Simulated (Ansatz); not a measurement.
Ti:
```cif
data_Ti2
_chemical_formula_sum 'Ti2'
_space_group_name_H-M_alt 'P 1'
_space_group_IT_number 1
_cell_length_a 2.88806
_cell_length_b 2.88806
_cell_length_c 4.56867
_cell_angle_alpha 90.000
_cell_angle_beta 90.000
_cell_angle_gamma 120.000
loop_
_space_group_symop_operation_xyz
  'x, y, z'
loop_
_atom_site_label
_atom_site_type_symbol
_atom_site_fract_x
_atom_site_fract_y
_atom_site_fract_z
_atom_site_occupancy
Ti1 Ti 0.33333 0.66667 0.75000 1
Ti2 Ti 0.66667 0.33333 0.25000 1
```

Relaxed with PBE+D3(BJ).

Which orbitals make up the states near the Fermi level in PBE+D3(BJ) in the plane-wave PAW code Ansatz?

Within 0.5 eV of the Fermi level: Ti 3d 91 %. Projections are on Löwdin-orthogonalised atomic valence shells; empty p or d shells of many metals are not among them.

Tabulate the density of states.

States/eV per cell of 2 atoms, in 0.25 eV bins, energy from the Fermi level.

| E (eV) | total | Ti 3d | Ti 4s | Ti 3p |
|---|---|---|---|---|
| -6.45 | 0.00 | 0.00 | 0.00 | 0.00 |
| -6.20 | 0.04 | 0.00 | 0.03 | 0.00 |
| -5.95 | 0.10 | 0.00 | 0.08 | 0.00 |
| -5.70 | 0.14 | 0.00 | 0.11 | 0.00 |
| -5.45 | 0.17 | 0.00 | 0.14 | 0.00 |
| -5.20 | 0.20 | 0.00 | 0.17 | 0.00 |
| -4.95 | 0.24 | 0.01 | 0.20 | 0.01 |
| -4.70 | 0.27 | 0.01 | 0.23 | 0.01 |
| -4.45 | 0.31 | 0.02 | 0.26 | 0.01 |
| -4.20 | 0.36 | 0.03 | 0.29 | 0.01 |
| -3.95 | 0.41 | 0.05 | 0.33 | 0.01 |
| -3.70 | 0.48 | 0.08 | 0.37 | 0.01 |
| -3.45 | 0.58 | 0.13 | 0.41 | 0.01 |
| -3.20 | 0.73 | 0.23 | 0.46 | 0.02 |
| -2.95 | 1.12 | 0.53 | 0.55 | 0.02 |
| -2.70 | 1.85 | 1.19 | 0.61 | 0.02 |
| -2.45 | 1.87 | 1.30 | 0.52 | 0.02 |
| -2.20 | 2.30 | 1.80 | 0.44 | 0.02 |
| -1.95 | 2.71 | 2.32 | 0.32 | 0.02 |
| -1.70 | 2.59 | 2.30 | 0.20 | 0.02 |
| -1.45 | 2.05 | 1.84 | 0.11 | 0.02 |
| -1.20 | 2.42 | 2.19 | 0.12 | 0.02 |
| -0.95 | 3.16 | 2.81 | 0.15 | 0.02 |
| -0.70 | 3.91 | 3.44 | 0.20 | 0.03 |
| -0.45 | 2.00 | 1.81 | 0.08 | 0.01 |
| -0.20 | 1.45 | 1.30 | 0.05 | 0.01 |
| 0.05 | 2.28 | 2.07 | 0.07 | 0.01 |
| 0.30 | 4.13 | 3.80 | 0.14 | 0.02 |
| 0.55 | 3.88 | 3.54 | 0.14 | 0.01 |
| 0.80 | 4.38 | 3.94 | 0.18 | 0.01 |
| 1.05 | 4.95 | 4.49 | 0.19 | 0.01 |
| 1.30 | 3.62 | 3.29 | 0.11 | 0.01 |
| 1.55 | 2.57 | 2.38 | 0.04 | 0.00 |
| 1.80 | 2.02 | 1.95 | 0.02 | 0.00 |
| 2.05 | 1.97 | 1.92 | 0.02 | 0.00 |
| 2.30 | 2.00 | 1.96 | 0.02 | 0.00 |
| 2.55 | 2.10 | 2.06 | 0.02 | 0.00 |
| 2.80 | 2.39 | 2.33 | 0.04 | 0.00 |

Space group P6_3/mmc (hcp (Mg type)). The PBE+D3(BJ) relaxation kept the symmetry of its start. The run is not spin-polarised. The pairwise dispersion correction was not fitted to metals.

Potentials: the later of the program's two PAW sets.
